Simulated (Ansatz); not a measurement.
Te₂Pd:
```cif
data_PdTe2
_chemical_formula_sum 'Pd1 Te2'
_space_group_name_H-M_alt 'P 1'
_space_group_IT_number 1
_cell_length_a 4.01060
_cell_length_b 4.01060
_cell_length_c 5.03299
_cell_angle_alpha 90.000
_cell_angle_beta 90.000
_cell_angle_gamma 120.000
loop_
_space_group_symop_operation_xyz
  'x, y, z'
loop_
_atom_site_label
_atom_site_type_symbol
_atom_site_fract_x
_atom_site_fract_y
_atom_site_fract_z
_atom_site_occupancy
Pd1 Pd 0.00000 0.00000 0.00000 1
Te1 Te 0.33333 0.66667 0.26729 1
Te2 Te 0.66667 0.33333 0.73271 1
```

Relaxed with LDA.

Question: Which orbitals make up the states near the Fermi level in DFT-LDA in the program Ansatz with PAW potentials?

Answer: Within 0.5 eV of the Fermi level: Te 5p 70 %, Pd 4d 20 %. Projections are on Löwdin-orthogonalised atomic valence shells; empty p or d shells of many metals are not among them.

Question: Tabulate the density of states.

Answer: States/eV per cell of 3 atoms, in 0.25 eV bins, energy from the Fermi level.

| E (eV) | total | Te 5p | Pd 4d | Te 5s |
|---|---|---|---|---|
| -7.85 | 0.00 | 0.00 | 0.00 | 0.00 |
| -7.60 | 0.00 | 0.00 | 0.00 | 0.00 |
| -7.35 | 0.00 | 0.00 | 0.00 | 0.00 |
| -7.10 | 0.00 | 0.00 | 0.00 | 0.00 |
| -6.85 | 0.00 | 0.00 | 0.00 | 0.00 |
| -6.60 | 0.10 | 0.07 | 0.02 | 0.00 |
| -6.35 | 0.68 | 0.51 | 0.15 | 0.01 |
| -6.10 | 1.65 | 1.19 | 0.41 | 0.02 |
| -5.85 | 4.34 | 3.03 | 1.19 | 0.04 |
| -5.60 | 2.67 | 1.76 | 0.84 | 0.04 |
| -5.35 | 1.86 | 1.06 | 0.75 | 0.03 |
| -5.10 | 3.80 | 1.48 | 2.26 | 0.03 |
| -4.85 | 4.59 | 1.82 | 2.66 | 0.06 |
| -4.60 | 3.07 | 1.30 | 1.63 | 0.10 |
| -4.35 | 1.67 | 0.58 | 0.98 | 0.09 |
| -4.10 | 3.17 | 1.07 | 1.93 | 0.11 |
| -3.85 | 5.56 | 1.39 | 3.87 | 0.21 |
| -3.60 | 5.99 | 1.06 | 4.76 | 0.11 |
| -3.35 | 2.56 | 0.30 | 2.21 | 0.02 |
| -3.10 | 5.50 | 1.15 | 4.18 | 0.06 |
| -2.85 | 3.59 | 1.38 | 2.06 | 0.07 |
| -2.60 | 3.10 | 1.45 | 1.51 | 0.06 |
| -2.35 | 2.82 | 1.49 | 1.19 | 0.06 |
| -2.10 | 2.45 | 1.50 | 0.82 | 0.06 |
| -1.85 | 2.13 | 1.40 | 0.60 | 0.06 |
| -1.60 | 2.18 | 1.53 | 0.50 | 0.09 |
| -1.35 | 2.02 | 1.47 | 0.40 | 0.08 |
| -1.10 | 1.73 | 1.32 | 0.29 | 0.06 |
| -0.85 | 1.47 | 1.16 | 0.21 | 0.04 |
| -0.60 | 1.16 | 0.90 | 0.17 | 0.04 |
| -0.35 | 1.05 | 0.76 | 0.19 | 0.05 |
| -0.10 | 1.05 | 0.72 | 0.23 | 0.05 |
| 0.15 | 1.69 | 1.18 | 0.35 | 0.08 |
| 0.40 | 1.85 | 1.29 | 0.39 | 0.07 |
| 0.65 | 1.46 | 1.03 | 0.31 | 0.05 |
| 0.90 | 1.39 | 1.01 | 0.26 | 0.04 |
| 1.15 | 1.53 | 1.15 | 0.26 | 0.04 |
| 1.40 | 1.80 | 1.36 | 0.30 | 0.03 |
| 1.65 | 1.88 | 1.45 | 0.30 | 0.03 |
| 1.90 | 1.81 | 1.44 | 0.27 | 0.02 |
| 2.15 | 1.57 | 1.28 | 0.21 | 0.01 |
| 2.40 | 0.86 | 0.71 | 0.12 | 0.00 |
| 2.65 | 0.20 | 0.17 | 0.03 | 0.00 |
| 2.90 | 0.00 | 0.00 | 0.00 | 0.00 |
| 3.15 | 0.03 | 0.00 | 0.00 | 0.00 |
| 3.40 | 0.05 | 0.00 | 0.00 | 0.00 |
| 3.65 | 0.08 | 0.00 | 0.00 | 0.00 |
| 3.90 | 0.24 | 0.01 | 0.00 | 0.00 |
| 4.15 | 1.41 | 0.09 | 0.02 | 0.00 |
| 4.40 | 1.76 | 0.10 | 0.02 | 0.00 |
| 4.65 | 1.71 | 0.09 | 0.01 | 0.00 |
| 4.90 | 1.58 | 0.08 | 0.01 | 0.00 |

Space group P-3m1. The workflow started from an entry of the Crystallography Open Database (COD). Whether it is the stable phase at ambient conditions was not checked. The cell was relaxed with LDA under the symmetry of its start; whether a distortion lowers the energy is not shown. No spin polarisation was allowed. A crystal of weakly bound layers computed without a dispersion correction: the cell and the soft elastic constants depend strongly on that. Spin–orbit coupling is left out wherever it is not named.

Potentials: the later of the program's two PAW sets.
